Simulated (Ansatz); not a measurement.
MgO in space group R-3m (No. 166; Pearson symbol hR16), r²SCAN (plane waves, PAW; program Ansatz). The conduction-band minimum lies at Γ, with 1 equivalent valley. Second derivatives d²E/dk² of the lowest band at one valley (eV·Å²), along Cartesian directions:…

```
direction  d²E/dk²
---------  -------
[100]        20.94
[010]        20.94
[001]        10.70
[110]        20.94
[101]        15.83
[011]        15.83
```

Problem. Find the principal effective masses, the density-of-states mass and the conductivity mass.

Solution. Off-diagonal terms follow from H_xy = H[110] − (H_xx + H_yy)/2, and m*/mₑ = 7.620 eV·Å² over each eigenvalue: 0.36, 0.36, 0.71. One valley's DOS mass (m₁m₂m₃)^(1/3) = 0.46, conductivity mass 3/(Σ 1/mᵢ) = 0.43 mₑ.

Problem. What effective density of states Nc follows at 300 K for parabolic valleys?

Solution. Nc = 2.509e19 × 1 × (0.46)^(3/2) ≈ 7.8e18 cm⁻³.

The first step of the workflow began from a Materials Project structure, measured or hypothetical; the Crystallography Open Database copy checked does not list it. It is not the phase usual at ambient conditions (space group No. 225). The r²SCAN relaxation kept the symmetry of its start; its stability against distortions is not shown here.

Potentials: the earlier of the program's two PAW sets.

Edges and masses are those of Kohn–Sham bands, whose gap is no quasiparticle gap.
